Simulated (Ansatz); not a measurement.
Input and command of a plane-wave DFT calculation in Ansatz:

```yaml
crystal:
  lattice:
    - [2.6205428149, 0.0, 0.0]
    - [-1.3102714075, 2.2694566494, 0.0]
    - [0.0, 0.0, 2.4170273022]
  atoms:
    - { symbol: Si, position: [0.0, 0.0, 0.0] }
basis:
  ecutwfc: 420
kpoints:
  mp_grid: { grid: [24, 24, 20] }
hamiltonian:
  xc: lda
scf:
  occupations: { method: gaussian, width: 0.15 }
output:
  forces: true
  stress: true
  eigenvalues: true
```

```bash
ansatz run input.yaml --threads 1 --pin off --max-ram 2560MiB --backend cpu --events-out ev --progress --plain --runs-dir out
```

Processor: Intel(R) Xeon(R) Processor @ 2.50GHz (Skylake/Cascade Lake), 1 thread, on a host shared with other jobs.

How long does it run, and how much memory does it take?

About 10 s on 1 thread of Intel(R) Xeon(R) Processor @ 2.50GHz (Skylake/Cascade Lake), with other jobs on the host, peak memory 0.37 GiB. It solves 6 bands at 671 k points (the mesh reduced by the symmetry that the task leaves, which can be less than the crystal's) with about 279 plane waves, in 6 SCF iterations.
